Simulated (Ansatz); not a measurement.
The start is a generated trial cell of ZrO2 in the beta-tridymite structure type. The structure is fully relaxed (lattice and positions, P = 0) with PBE (plane waves to 420 eV, PAW, scalar-relativistic; Ansatz, an electronic-structure program). First-step values are on the input's coarse k-mesh.

Ansatz input (later rounds restart from its end on a renewed k-mesh):
Ansatz 0.2 input:
```yaml
crystal:
  lattice:
    - [5.9528942, 0, 0]
    - [-2.9764471, 5.1553576, 0]
    - [0, 0, 9.744742]
  atoms:
    - { symbol: Zr, position: [0.33333333, 0.66666667, 0.062] }
    - { symbol: Zr, position: [0.66666667, 0.33333333, 0.562] }
    - { symbol: Zr, position: [0.66666667, 0.33333333, 0.938] }
    - { symbol: Zr, position: [0.33333333, 0.66666667, 0.438] }
    - { symbol: O, position: [0.33333333, 0.66666667, 0.25] }
    - { symbol: O, position: [0.66666667, 0.33333333, 0.75] }
    - { symbol: O, position: [0.5, 0, 0] }
    - { symbol: O, position: [0.5, 0.5, 0.5] }
    - { symbol: O, position: [0, 0.5, 0] }
    - { symbol: O, position: [0.5, 0, 0.5] }
    - { symbol: O, position: [0.5, 0.5, 0] }
    - { symbol: O, position: [0, 0.5, 0.5] }
basis: { ecutwfc: 420, ecutrho_ratio: 4, xc_grid: 2, fft_grid_basis: typed }
kpoints: { mp_grid: { grid: [4, 4, 2] } }
hamiltonian:
  xc: pbe
  dispersion: none
  pseudopotentials: { kind: paw }
scf: { occupations: { method: fermi_dirac, width: 0.05 } }
relax: { f_tol: 0.01, max_steps: 100, cell: { stress_tol: 0.02 } }
output: { forces: true, stress: true }
```

* **Largest initial force**: 0.44 eV/Å, on Zr1, Zr2, Zr3, Zr4 (atoms numbered as listed)
* **Energy released**: 0.45 eV/atom
* **Shortest distances (start → end)**: The closest pairs of elements (up to four, under 3.6 Å), start → end: O–Zr 1.82 → 1.97 Å; O–O 2.98 → 3.21 Å
* **Band gap at the end**: 4.70 eV, direct at Γ (no spin-orbit coupling)
* **Optimiser moves**: 7

It ends as:

Space group P6₃/mmc (No. 194); a = 6.4229 Å, b = 6.4229 Å, c = 10.4809 Å, α = 90.00°, β = 90.00°, γ = 120.00°

```
atom  site  symmetry       x       y       z
----  ----  --------  ------  ------  ------
Zr      4f       3m.  0.3333  0.6667  0.0624
O       2c      -6m2  0.3333  0.6667  0.2500
O       6g     .2/m.  0.5000  0.5000  0.5000
```

Final values are on a 5×5×3 k-mesh of the relaxed cell. No spin polarisation in the result.

The run could not lose the symmetry of its start; a randomly shaken copy of 12 atoms returns to this structure.

The relaxed structure here is a generated cell of ZrO2: the first start was made by placing the elements on the sites of a structure type, and the end was not matched to a known phase here, so it may be hypothetical. Known forms of ZrO2 include space group No. 14, 137, 225.
